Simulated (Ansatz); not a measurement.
# Nb, dhcp: geometry optimisation

Computed with DFT, BLYP, plane waves (420 eV) with PAW, scalar-relativistic (Ansatz 0.2.0). The PAW files were generated under PBE, with cores re-solved for the functional.

k-point mesh 12×12×4, Fermi-Dirac smearing 0.1 eV, no spin polarisation. Cell and atoms relax.

Starting structure:

```xyz
4
Lattice="2.9403 0.0000 0.0000 -1.4702 2.5464 0.0000 0.0000 0.0000 9.6031" Properties=species:S:1:pos:R:3 pbc="T T T"
Nb    0.0000    0.0000    0.0000
Nb    0.0000    0.0000    4.8015
Nb    0.0000    1.6976    2.4008
Nb    1.4702    0.8488    7.2023
```

Q: What cell does the relaxation end in?

A: P6_3/mmc with a = 2.891 Å, c = 10.738 Å (c/a = 3.714); 19.43 Å³ per atom against 17.98 at the start (8.1 %).

Q: How much energy does the relaxation gain?

A: 106.9 meV per atom.

Path of the relaxation (the plane waves are chosen anew near the end, which can shift the energy a little):

| step | E − E(final) (meV/atom) | V (Å³/atom) | P (GPa) | max force (eV/Å) |
| --- | --- | --- | --- | --- |
| 0 | 106.87 | 17.975 | 13.60 | 0.000 |
| 1 | 56.66 | 20.177 | -5.24 | 0.000 |
| 2 | 39.20 | 19.555 | -0.96 | 0.000 |
| 3 | 22.00 | 19.084 | 2.58 | 0.000 |
| 4 | 15.49 | 18.722 | 6.08 | 0.000 |
| 5 | 0.76 | 19.373 | 0.40 | 0.000 |
| 6 | 0.70 | 19.424 | 0.00 | 0.000 |
| 7 | 0.01 | 19.424 | 0.06 | 0.000 |
| 8 | 0.00 | 19.433 | 0.00 | 0.000 |
| 9 | 0.00 | 19.433 | 0.00 | 0.000 |
